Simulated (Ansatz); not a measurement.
Compressing PbO$_{2}$: a fit and a missing row

PbO$_{2}$, P4_2/mnm, a = 4.997 Å, c = 3.411 Å. The structure is a COD entry; whether it is the stable form wasn't checked. Ansatz: PBEsol, PAW, 420 eV, Γ-centred 8×8×10 mesh on 6 atoms, Gaussian smearing 0.10 eV; no spin polarisation. Shape and atoms are relaxed at each volume; pressure is positive in compression.

```
V (Å³/atom) P (GPa)
     12.495    22.65
     12.921        ?
     13.347     9.26
     13.773     4.20
     14.199     0.02
     14.625    -3.35
     15.051    -6.09
     15.619    -8.73
```

Task: Take V0 = 14.199 Å³/atom, count pressures from its P0 = 0.02 GPa, fit the third-order Birch–Murnaghan form to the other rows, and predict the missing pressure.

Result: With the Eulerian strain f = ½[(V0/V)^(2/3) − 1] and y = (P − P0)/[3f(1 + 2f)^(5/2)], the form is the line y = B0 + 1.5 B0 (B0′ − 4) f. Rows (f, y): 0.04448, 137.0; 0.02106, 131.9; 0.01026, 129.1; -0.00976, 120.9; -0.01905, 117.8; -0.03078, 111.1. Means f = 0.002702, y = 124.63; Σ(Δf)² = 0.003889, ΣΔfΔy = 1.332; the slope is their ratio. y = 123.7 + 342.5 f GPa, so B0 = 123.7 GPa and B0′ = 4 + 2 × (342.5)/(3 × 123.7) = 5.85. At V = 12.921, f = 0.03245, y = 134.81 and P = 15.38 GPa. The run gave 15.31 GPa, so the fit is 0.07 GPa too high, within the rms miss on the fitted rows (0.15 GPa).

Spin–orbit coupling is left out, which can shift energies with elements as heavy as these.